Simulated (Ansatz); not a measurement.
# Ti: from a starting cell to a relaxed one

The start is a relaxed Ti cell, doubled along one cell vector, shaken by Gaussian noise of σ = 0.08 Å a coordinate. A full variable-cell relaxation at zero pressure is run with r2SCAN (plane waves to 500 eV, PAW, scalar-relativistic; Ansatz, a quantum-chemistry and plane-wave program). The first steps use a coarse 6×12×12 k-mesh.

Input geometry:
```
CELL_PARAMETERS angstrom
      5.28988     0.00000     0.00000
      0.00000     2.64494     0.00000
      0.00000     0.00000     2.58526
ATOMIC_POSITIONS crystal
  Ti 0.00896 0.02335 0.02001
  Ti 0.52372 0.98652 0.06414
```

### Question
What is the largest force in the starting geometry, and on which atom (counted from 1)?

### Answer
0.54 eV/Å, on Ti1, Ti2 (atoms numbered as listed).

### Question
How does the volume per atom move from start to end?

### Answer
-2.6 %, from 18.09 to 17.62 Å³/atom.

### Question
Does it find its way back to the structure it was made from?

### Answer
It does not go back: it reaches P4/nmm (No. 129), 0.83 eV/atom below the parent.

### Question
How do the shortest distances between atoms change?

### Answer
The closest pairs of elements (up to four, under 3.6 Å), start → end: Ti–Ti 2.57 → 2.77 Å.

### Question
What band gap does the relaxed structure have at this level?

### Answer
No gap (metallic).

Final values are on a 17×17×10 k-mesh of the relaxed cell. No spin polarisation in the result.

The run could not lose the symmetry of its start, so the end can be a saddle point.

The relaxed structure here is a generated cell of Ti: the first start was made by a random draw of sites in a space group, and the end was not matched to a known phase here, so it may be hypothetical. Known forms of Ti include space group No. 194.
